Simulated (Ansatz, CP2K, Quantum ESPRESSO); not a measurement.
## Sn3Te: programs and potentials compared

```xyz
4
Lattice="4.8656 0.0000 0.0000 0.0000 4.8656 0.0000 0.0000 0.0000 4.8656" Properties=species:S:1:pos:R:3 pbc="T T T"
Te    0.0000    0.0000    0.0000
Sn    0.0000    2.4328    2.4328
Sn    2.4328    0.0000    2.4328
Sn    2.4328    2.4328    0.0000
```

The cell comes from a database or a generator and needn't be the stable form of this composition.

Alike in all runs: task single point; functional PBEsol; k mesh 6 × 6 × 6; occupations fermi-dirac, width 0.05 eV; no spin polarisation; no spin-orbit coupling. A missing gap at this level doesn't show that the real crystal is a metal. Pressure is positive in compression and, in plane waves, holds the error of the finite cutoff, which Ansatz's Pulay term estimates and takes out.

```tsv
program and potentials	plane-wave cutoff (eV)	notes	band gap (eV)	pressure (GPa)
Ansatz, Ansatz PAW	420	potentials made for PBE, which Ansatz adapts in part; 14.5 valence electrons an atom on average; Pulay term of +0.03 GPa included	no gap	-2.36
CP2K, POTENTIAL_UZH Te GTH-PBE-q6, Sn GTH-PBE-q4; TZVP-MOLOPT-PBE-GTH basis	-	atomic basis; potentials made for PBE; 4.5 valence electrons an atom on average	no gap	0.33
Ansatz, all-electron LAPW, scalar-relativistic	-	-	?	?
Quantum ESPRESSO, GBRV 1.5 PBEsol	925	12 valence electrons an atom on average	no gap	-2.62
```

Task: Estimate from the other rows what the run with Ansatz, all-electron LAPW, scalar-relativistic gave.

Result: No band gap; pressure -2.35 GPa. The other rows, which needn't bracket it: pressure -2.62 to 0.33.
